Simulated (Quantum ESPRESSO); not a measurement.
NMR parameters of CsI

```xyz
2
Lattice="4.6652 0.0000 0.0000 0.0000 4.6652 0.0000 0.0000 0.0000 4.6652" Properties=species:S:1:pos:R:3 pbc="T T T"
Cs     0.0000     0.0000     0.0000
I      2.3326     2.3326     2.3326
```
The cell comes from the Materials Project (a computed structure). It is CsI in Pm-3m. Stability against distortions was not tested.

Shieldings are absolute and leave out the bulk-susceptibility term; a larger σ means a smaller chemical shift. In our sweeps, cutoffs and meshes of this size left a few ppm, and up to some 20 ppm on atoms from Zn on. No spin–orbit coupling; Cs is the heaviest element present. The datasets of I hold no d projectors, which limits absolute σ on these atoms. The structure is static (0 K, no zero-point motion).

What do the calculations give at each independent site (shieldings by GIPAW with PBE in a modified build of Quantum ESPRESSO, on JTH PAW datasets, 20 Ha, k-mesh 6×6×6 shifted, f-sum rule met within 0.015 %)?


```json
[
 {"site": "Cs (atom 1)", "site symmetry": "m-3m", "σ_iso (ppm)": "5383"},
 {"site": "I (atom 2)", "site symmetry": "m-3m", "σ_iso (ppm)": "4519"}
]
```
